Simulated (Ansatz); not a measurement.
An element in the sc structure gives these cold pressures by all-electron LAPW under LDA (Ansatz 0.2.0, scalar-relativistic, spin-polarised).

| V (Å³/atom) | P (GPa) |
| --- | --- |
| 11.56 | 0.00 |
| 10.17 | 31.9 |
| 9.02 | 83.1 |
| 7.86 | 178.4 |
| 6.70 | 363.9 |
| 5.78 | 649.2 |
| 4.97 | 1110 |

Q: Which element is it?

A: Ni. Its zero-pressure volume in this structure is near 11.6 Å³/atom; the volume and the steepness of P(V) together point to it, though neighbours can come close. Neighbours weren't tried against these numbers.
